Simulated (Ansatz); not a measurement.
SiRu:
```cif
data_Ru4Si4
_chemical_formula_sum 'Si4 Ru4'
_space_group_name_H-M_alt 'P 1'
_space_group_IT_number 1
_cell_length_a 4.73584
_cell_length_b 4.73584
_cell_length_c 4.73584
_cell_angle_alpha 90.000
_cell_angle_beta 90.000
_cell_angle_gamma 90.000
loop_
_space_group_symop_operation_xyz
  'x, y, z'
loop_
_atom_site_label
_atom_site_type_symbol
_atom_site_fract_x
_atom_site_fract_y
_atom_site_fract_z
_atom_site_occupancy
Si1 Si 0.16244 0.33756 0.66244 1
Si2 Si 0.33756 0.66244 0.16244 1
Si3 Si 0.66244 0.16244 0.33756 1
Si4 Si 0.83756 0.83756 0.83756 1
Ru1 Ru 0.87078 0.62922 0.37078 1
Ru2 Ru 0.62922 0.37078 0.87078 1
Ru3 Ru 0.37078 0.87078 0.62922 1
Ru4 Ru 0.12922 0.12922 0.12922 1
```

Relaxed with PBE. Plane-wave PAW PBE (Ansatz code) gives a gap of 0.22 eV.

Task: What gap does HSE06 give on the same cell (Ansatz, PAW)?

Result: 0.75 eV, 0.53 eV more. The hybrid was solved on a coarser mesh and at special points; the gap given is the minimum over both.

```
k  v1 PBE  c1 PBE  v1 HSE06  c1 HSE06
-  ------  ------  --------  --------
Γ   -0.30    1.00         ?         ?
R   -1.04    0.69     -1.36      1.33
M   -0.83    1.03         ?         ?
X   -0.14    0.30         ?         ?
```

Task: Top valence (v1) and lowest conduction level (c1) in eV from each method's valence maximum (which need not be a listed point): supply the withheld HSE06 values.

Result: 
- X, v1 HSE06: -0.29
- X, c1 HSE06: 0.82
- Γ, v1 HSE06: -0.67
- Γ, c1 HSE06: 1.63
- M, v1 HSE06: -1.18
- M, c1 HSE06: 1.60

Cost on shared cores: the PBE run (SCF on a 6×6×6 mesh, then bands and DOS) around 110 core-seconds (rough), the HSE06 run (SCF on 4×4×4, then a few points) roughly 4 core-minutes; the tasks are unlike.

Space group P2_13. Symmetry was held in the PBE relaxation. No spin polarisation was allowed. Spin–orbit coupling is left out wherever it is not named.

Potentials: the later of the program's two PAW sets.
